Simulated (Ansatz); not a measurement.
Data:

ZnPbO3:
```cif
data_O6Pb2Zn2
_chemical_formula_sum 'Zn2 Pb2 O6'
_space_group_name_H-M_alt 'P 1'
_space_group_IT_number 1
_cell_length_a 5.71592
_cell_length_b 5.71592
_cell_length_c 5.71592
_cell_angle_alpha 56.754
_cell_angle_beta 56.754
_cell_angle_gamma 56.754
loop_
_space_group_symop_operation_xyz
  'x, y, z'
loop_
_atom_site_label
_atom_site_type_symbol
_atom_site_fract_x
_atom_site_fract_y
_atom_site_fract_z
_atom_site_occupancy
Zn1 Zn 0.50104 0.50104 0.50104 1
Zn2 Zn 0.00104 0.00104 0.00104 1
Pb1 Pb 0.21932 0.21932 0.21932 1
Pb2 Pb 0.71932 0.71932 0.71932 1
O1 O 0.80277 0.12837 0.39921 1
O2 O 0.39921 0.80277 0.12837 1
O3 O 0.12837 0.39921 0.80277 1
O4 O 0.89921 0.62837 0.30277 1
O5 O 0.62837 0.30277 0.89921 1
O6 O 0.30277 0.89921 0.62837 1
```

This is the PBEsol-relaxed structure.

Question: All from plane-wave PAW PBEsol (Ansatz code), unless another level is named. Predict the bulk modulus (Birch–Murnaghan fit).

Answer: 136 GPa.

Question: Next, the highest zone-centre frequency?

Answer: 69.0 meV.

Space group R3c. The first step of the workflow began from a Materials Project structure, measured or hypothetical; the Crystallography Open Database copy checked does not list it. With Zn and Pb taken as one species the cell has the higher symmetry R-3c, so it may be an ordered model of a mixed-site phase. Its standing as an ambient phase is unchecked. Symmetry was held in the PBEsol relaxation; of distortions, only those at the zone centre were tested. Spin–orbit coupling is left out wherever it is not named.

Potentials: the later of the program's two PAW sets.
